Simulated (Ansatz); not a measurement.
A 2-atom cell of MgO started from a crystallographic database, relaxed with r2SCAN, was run in Ansatz under altered settings. All numbers are computed, without spin polarisation but where a row says otherwise.

```
CELL_PARAMETERS angstrom
0.00000 2.10217 2.10217
2.10217 0.00000 2.10217
2.10217 2.10217 0.00000
ATOMIC_POSITIONS crystal
Mg 0.00000 0.00000 0.00000
O 0.50000 0.50000 0.50000
```

The base run's other keys:
```yaml
kpoints:
  mp_grid: { grid: [6, 6, 6] }
hamiltonian:
  xc: hse06
scf:
  occupations: { method: fixed }
  n_extra_bands: 4
```

It takes 12 iterations with 339 plane waves at 420 eV and 16 k points, and leaves a mean stress of -0.35 GPa. The gap over this mesh is 6.542 eV. It ran on 4 threads of Arm Neoverse N1, on a shared host.

Outcomes, with energy and stress as changes against the base:

| setting | outcome | ΔF (meV/atom) | Δ mean stress (GPa) | gap on the mesh (eV) | iterations | wall time |
| --- | --- | --- | --- | --- | --- | --- |
| PBE hybrid, exx coeff 0.35, omega 0.2078 1/Å | converged | – | -2.3 | 7.268 | 11 | 4.9 s |
| PBE hybrid, exx coeff 0.4, omega 0.3 1/Å | converged | – | -3.1 | 7.230 | 14 | 5.3 s |
| PBE hybrid, exx coeff 1.0, omega 0.3 1/Å | converged | – | -15.5 | 11.181 | 18 | 5.9 s |
| PBE hybrid, exx coeff 1.0, omega 0.1 1/Å | converged | – | -16.4 | 13.720 | 18 | 6 s |
| scf.mixing.beta: 1.0 | converged | 0.0 | 0.0 | 6.542 | 12 | 4.5 s |

A dash marks a value that wasn't obtained or can't be compared. Stress is positive in compression. The base took 4.6 s.

- PBE hybrid, exx coeff 0.35, omega 0.2078 1/Å. That is 35 % exact exchange, screened with ω = 0.2078 1/Å, against HSE06's 25 % screened at 0.208 1/Å. The mean stress moves by -2.3 GPa and the gap on the mesh by +0.726 eV (to 7.268). Totals of different functionals aren't comparable.
- PBE hybrid, exx coeff 0.4, omega 0.3 1/Å. That is 40 % exact exchange, screened with ω = 0.3 1/Å, against HSE06's 25 % screened at 0.208 1/Å. The mean stress moves by -3.1 GPa and the gap on the mesh by +0.688 eV (to 7.230). Totals of different functionals aren't comparable.
- PBE hybrid, exx coeff 1.0, omega 0.3 1/Å. That is 100 % exact exchange, screened with ω = 0.3 1/Å, against HSE06's 25 % screened at 0.208 1/Å. The mean stress moves by -15.5 GPa and the gap on the mesh by +4.639 eV (to 11.181). Totals of different functionals aren't comparable.
- PBE hybrid, exx coeff 1.0, omega 0.1 1/Å. That is 100 % exact exchange, screened with ω = 0.1 1/Å, against HSE06's 25 % screened at 0.208 1/Å. The mean stress moves by -16.4 GPa and the gap on the mesh by +7.178 eV (to 13.720). Totals of different functionals aren't comparable. The program warns that on this mesh the truncation of the exchange isn't bounded, so part of the change can be an error of the mesh.

Within 1 meV an atom, 0.1 GPa and 0.005 eV of the base stay: scf.mixing.beta: 1.0.

The program warns that its thresholds are loose for a hybrid's stress.

The meshes of the hybrids are coarse, so their gaps aren't converged to the digits shown.
